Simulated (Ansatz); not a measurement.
A structure of PbS relaxed with PBEsol (plane waves to 420 eV, PAW, scalar-relativistic; Ansatz, a first-principles code); single points at other levels follow on the same geometry (Ansatz, PAW; HSE06 at 420 eV on a 6×6×6 k-mesh; no spin-orbit coupling). Space group Fm-3m (No. 225).

```yaml
crystal:
  lattice:
    - [0.00000, 2.95155, 2.95155]
    - [2.95155, 0.00000, 2.95155]
    - [2.95155, 2.95155, 0.00000]
  atoms:
    - { symbol: Pb, position: [0.00000, 0.00000, 0.00000] }
    - { symbol: S, position: [0.50000, 0.50000, 0.50000] }
```

```json
[
 {"level": "PBEsol", "gap (eV)": "0.20", "kind": "direct", "conduction minimum": "L"},
 {"level": "HSE06", "gap (eV)": "0.73", "kind": "–", "conduction minimum": "k = (0, 0, -0.5)"}
]
```

HSE06 gaps come from a coarse mesh plus a few chosen points, so they may be too large. No spin polarisation in the result.

It was reached from a disturbed copy of a I4₁/amd (No. 141) cell (AFLOW prototype AB_tI8_141_a_b ("40", as in NbP)), against which it lies -0.32 eV/atom.
